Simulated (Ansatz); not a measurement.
Run times of several calculations on TiO₂

Cell: 24 atoms, space group Pbca, a = 5.145 Å, b = 9.185 Å, c = 5.447 Å, α = 90.00°, β = 90.00°, γ = 90.00°.

All runs are DFT with Ansatz 0.2.0 on 1 thread of AMD EPYC 9R45 96-Core Processor (Zen 5) (x86_64; 48 cores open to the job, memory cap 3.0 GiB, no GPU), a shared host.

Task: Rank the runs by wall time, shortest first.
A. relaxation of the ions, PBE, 420 eV, 5×3×4 k-points, smearing 0.02 eV
B. single point at relaxed positions, r2SCAN, 500 eV, 5×3×4 k-points, smearing 0.02 eV
C. single point, PBE, 420 eV, 5×3×4 k-points, smearing 0.02 eV

Result: C (22 s, 0.84 GiB), B (41 s, 1.3 GiB), A (94 s, 0.88 GiB).
